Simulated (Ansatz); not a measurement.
RbBr:
```cif
data_Br4Rb4
_chemical_formula_sum 'Rb4 Br4'
_space_group_name_H-M_alt 'Fm-3m'
_space_group_IT_number 225
_space_group_name_Hall '-F 4 2 3'
_cell_length_a 6.66762
_cell_length_b 6.66762
_cell_length_c 6.66762
_cell_angle_alpha 90.000
_cell_angle_beta 90.000
_cell_angle_gamma 90.000
loop_
_atom_site_label
_atom_site_type_symbol
_atom_site_symmetry_multiplicity
_atom_site_Wyckoff_symbol
_atom_site_fract_x
_atom_site_fract_y
_atom_site_fract_z
_atom_site_occupancy
Rb1 Rb 4 a 0.00000 0.00000 0.00000 1
Br1 Br 4 b 0.50000 0.50000 0.50000 1
```
(The calculation used a cell of 2 atoms; values per cell refer to that cell.)

Relaxed with LDA.

**Question.** Which orbitals make up the states near the band edges in LDA (plane waves, PAW; program Ansatz)?

**Answer.** Top 1 eV of the valence band: Br 4p 95 %. Bottom 1 eV of the conduction band: Rb 5s 70 %, Br 4s 18 %, Br 4p 6 %. Projections are on Löwdin-orthogonalised atomic valence shells; empty p or d shells of many metals are not among them.

**Question.** Tabulate the density of states.

**Answer.** States/eV per cell of 2 atoms, in 0.25 eV bins, energy from the valence-band maximum.

```csv
E (eV),total,Br 4p,Rb 5s,Br 4s
-7.85,0.00,0.00,0.00,0.00
-7.60,0.00,0.00,0.00,0.00
-7.35,0.00,0.00,0.00,0.00
-7.10,0.00,0.00,0.00,0.00
-6.85,0.00,0.00,0.00,0.00
-6.60,0.00,0.00,0.00,0.00
-6.35,0.00,0.00,0.00,0.00
-6.10,0.00,0.00,0.00,0.00
-5.85,0.00,0.00,0.00,0.00
-5.60,0.00,0.00,0.00,0.00
-5.35,0.00,0.00,0.00,0.00
-5.10,0.00,0.00,0.00,0.00
-4.85,0.00,0.00,0.00,0.00
-4.60,0.00,0.00,0.00,0.00
-4.35,0.00,0.00,0.00,0.00
-4.10,0.00,0.00,0.00,0.00
-3.85,0.00,0.00,0.00,0.00
-3.60,0.00,0.00,0.00,0.00
-3.35,0.00,0.00,0.00,0.00
-3.10,0.00,0.00,0.00,0.00
-2.85,0.00,0.00,0.00,0.00
-2.60,0.00,0.00,0.00,0.00
-2.35,0.00,0.00,0.00,0.00
-2.10,0.00,0.00,0.00,0.00
-1.85,0.00,0.00,0.00,0.00
-1.60,0.00,0.00,0.00,0.00
-1.35,0.00,0.00,0.00,0.00
-1.10,1.10,0.94,0.14,0.00
-0.85,4.21,3.72,0.38,0.02
-0.60,2.43,2.23,0.12,0.01
-0.35,12.82,12.44,0.02,0.00
-0.10,3.44,3.35,0.00,0.00
0.15,0.00,0.00,0.00,0.00
0.40,0.00,0.00,0.00,0.00
0.65,0.00,0.00,0.00,0.00
0.90,0.00,0.00,0.00,0.00
1.15,0.00,0.00,0.00,0.00
1.40,0.00,0.00,0.00,0.00
1.65,0.00,0.00,0.00,0.00
1.90,0.00,0.00,0.00,0.00
2.15,0.00,0.00,0.00,0.00
2.40,0.00,0.00,0.00,0.00
2.65,0.00,0.00,0.00,0.00
2.90,0.00,0.00,0.00,0.00
3.15,0.00,0.00,0.00,0.00
3.40,0.00,0.00,0.00,0.00
3.65,0.00,0.00,0.00,0.00
3.90,0.00,0.00,0.00,0.00
4.15,0.00,0.00,0.00,0.00
4.40,0.05,0.00,0.03,0.01
4.65,0.09,0.00,0.06,0.02
4.90,0.13,0.01,0.09,0.02
5.15,0.19,0.01,0.13,0.03
5.40,0.53,0.02,0.17,0.04
5.65,0.89,0.03,0.22,0.04
5.90,1.11,0.03,0.26,0.04
6.15,1.51,0.05,0.37,0.05
6.40,2.01,0.05,0.44,0.04
6.65,3.49,0.08,0.61,0.04
6.90,1.35,0.06,0.48,0.03
7.15,2.07,0.10,0.85,0.04
7.40,2.30,0.11,0.85,0.02
7.65,1.08,0.03,0.30,0.01
7.90,0.59,0.00,0.01,0.00
8.15,0.92,0.00,0.05,0.00
8.40,2.31,0.02,0.36,0.00
8.65,2.96,0.02,0.18,0.00
8.90,3.80,0.02,0.11,0.00
```

Symmetry was held in the LDA relaxation; phonons on a q-mesh show no instability. Spin–orbit coupling is left out wherever it is not named.

Potentials: the later of the program's two PAW sets.
